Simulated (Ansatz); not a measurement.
Rough cost of magnetic runs on NiRh (R-3m) in Ansatz 0.2.0, 2 threads of Intel(R) Xeon(R) Platinum 8488C (Sapphire Rapids), on a shared host.

```
Ni Rh
1.0
     1.31413    0.75871    4.11171
    -1.31413    0.75871    4.11171
     0.00000   -1.51742    4.11171
Ni Rh
1 1
Direct
  0.00000 0.00000 0.00000
  0.50000 0.50000 0.50000
```

```tsv
run	functional, mesh	k points solved	bands	iterations	wall time (s)	peak memory (GiB)
PAW: spiral at 0.833 of the way from Γ to F	PBEsol, 12×12×12	474	44	24	130	1.1
LAPW: spiral at 0.333 of the way from Γ to F	PBEsol, 12×12×12	476	54	28	1100	3.4
PAW: spiral at 0.333 of the way from Γ to F	PBEsol, 12×12×12	476	44	26	120	1.1
LAPW: spiral at q = 0	PBEsol, 12×12×12	189	54	30	460	1.6
PAW: free moments from the typed start	PBEsol, 12×12×12	189	23	24	11	0.48
PAW: spiral at 0.5 of the way from Γ to F	PBEsol, 12×12×12	474	44	26	130	1.1
PAW: spiral at 1 of the way from Γ to F	PBEsol, 12×12×12	476	44	24	130	1.1
LAPW: spiral at 0.833 of the way from Γ to F	PBEsol, 12×12×12	474	54	24	1000	3.5
PAW: spiral at 0.167 of the way from Γ to F	PBEsol, 12×12×12	474	44	31	140	1.1
```

**Question.** Roughly how much dearer is an iteration by LAPW than by PAW among the runs with the first row's mesh and spin treatment (non-collinear)?

**Answer.** About 8 times (medians of wall time over iterations; times from a shared host are rough).
